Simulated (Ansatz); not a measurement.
Here is an unrelaxed guess for Si2BBr.

```
Si B Br
1.0
     4.50256    0.00000    0.00000
     0.00000    4.50256    0.00000
     0.00000    0.00000    3.49851
Si B Br
2 1 1
Cartesian
  2.2513 0.0000 1.3828
  0.0000 2.2513 1.3828
  0.0000 0.0000 0.6535
  2.2513 2.2513 1.6283
```

Computed with DFT PBE, scalar-relativistic, plane waves, PAW (Ansatz 0.2.0). Plane waves to 420 eV, a k mesh through Γ of 4×4×6 on the computed 4-atom cell and Gaussian smearing (0.10 eV); no spin polarisation.

Energies over the elements count from the elements' standard structures at the same level, with no fitted energy shifts. The references include crystalline Br.

Q: What does a single point on this coarse mesh give?

A: The pressure is 8.9 GPa (the mean over three directions, positive in compression), the largest force is 1.35 eV/Å, and the energy is +1.52 eV/atom against the elements. The shortest distance is 2.26 Å.

Q: Is it a good guess?

A: A rough one: relaxing gains about 0.83 eV/atom (the start's value is from the coarse mesh, so the gain is rough) in 52 ionic steps and ends at +0.69 eV/atom on the finer mesh. The symmetry stays P4mm (No. 99). The volume per atom grows by 23.8 %, from 17.7 to 22.0 Å³. The shortest distance goes from 2.26 Å (Si–Br) to 1.98 Å (Si–B). The ratio c/a of the conventional cell changes by a factor of 1.97. Conventional cell: a = 3.859 Å, c = 5.896 Å. Si is surrounded by 2 B at 1.98 Å, 4 Si at 2.73 Å and 2 Br at 2.90 Å; B has 4 Si at 1.98 Å; around Br lie 4 Si at 2.90 Å.

The last run used a 12×12×8 mesh (in the run's order of axes) for its 4-atom cell and Gaussian smearing of 0.10 eV. No dispersion correction is applied, so the spacing and binding between layers, chains or molecules are poorly described. The reference form of Br is held partly by dispersion forces, which this level lacks. The relaxation can't lower the symmetry of the start, and the grade says only how near the guess is to its own end. A structure relaxed within its symmetry needn't be a true minimum.
